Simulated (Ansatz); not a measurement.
Problem. Each is relaxed and computed with r²SCAN in the plane-wave PAW code Ansatz. Which is the only one with a gap?
A) GaAs, NiAs type
B) Sr2GaSi, Amm2 (Sr on 2b, Sr on 2a, Ga on 2b, Si on 2a)
C) GaSb, CsCl type
D) Ga2S3, Cc (Pearson symbol mS20)

Solution. D, Ga2S3, Cc (Pearson symbol mS20). Ga2S3: gap 2.33 eV; GaSb: metal; Sr2GaSi: metal; GaAs: metal. Constructed cells (a structure type filled with these elements, in neither database checked): GaSb, CsCl type. Typed or built starts, not in the databases checked: GaAs, NiAs type. Not the usual ambient phase: GaSb, CsCl type; GaAs, NiAs type. Standing as an ambient phase not checked: Ga2S3, Cc (Pearson symbol mS20); Sr2GaSi, Amm2 (Sr on 2b, Sr on 2a, Ga on 2b, Si on 2a). Perhaps ordered models of mixed-site phases: Sr2GaSi, Amm2 (Sr on 2b, Sr on 2a, Ga on 2b, Si on 2a). Unstable at this level: GaSb, CsCl type. All cells were relaxed under the symmetry of their starts (and spin orders); stability against distortions was not tested throughout. Spin–orbit coupling is left out wherever it is not named.

Potentials: the later of the program's two PAW sets.
